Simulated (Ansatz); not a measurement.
**Property card for Ir2Ru**

Level of theory: DFT PBE, scalar-relativistic, plane waves, PAW in Ansatz.

Settings: cutoff 420 eV, Γ-centred mesh 18×18×4 on the computed 6-atom cell, Gaussian smearing of 0.10 eV; no spin polarisation.

The structure is relaxed at this level of theory with its symmetry kept, and needn't be the ground state of this composition.

Space group P-6m2 (No. 187), hexagonal, a = 2.742 Å, c = 13.156 Å. Ru is surrounded by 6 Ir at 2.67–2.69 Å and 6 Ru at 2.74 Å; Ir on a site of symmetry -6m2 has 12 Ir at 2.74–2.75 Å; around Ir on a site of symmetry 3m lie 3 Ru at 2.67 Å and 9 Ir at 2.74–2.75 Å; Ir on a second site of symmetry -6m2 is surrounded by 6 Ru at 2.69 Å and 6 Ir at 2.74 Å.

| Item | Value |
| --- | --- |
| Volume per atom | 14.28 Å³ |
| Formation energy from the elements' standard states (uncorrected) | 0.000 eV/atom |
| Kohn–Sham band gap | none (metal) |
| Density of states at the Fermi level | 6.8 states/eV per cell |
| Orbital (Löwdin) character within 0.5 eV of the Fermi level | Ir 5d 61 %, Ru 4d 34 % |
| Bader charge by site (e) | Ru (2 in the cell) 0.21, Ir (1 in the cell) -0.03, Ir (2 in the cell) -0.09, Ir (1 in the cell) -0.19 |

Spin-orbit coupling is left out, which matters for the bands of heavy elements.

The cell was found from a structure generator's guess, not taken from experiment. Löwdin shares on free-atom orbitals overweight diffuse shells.
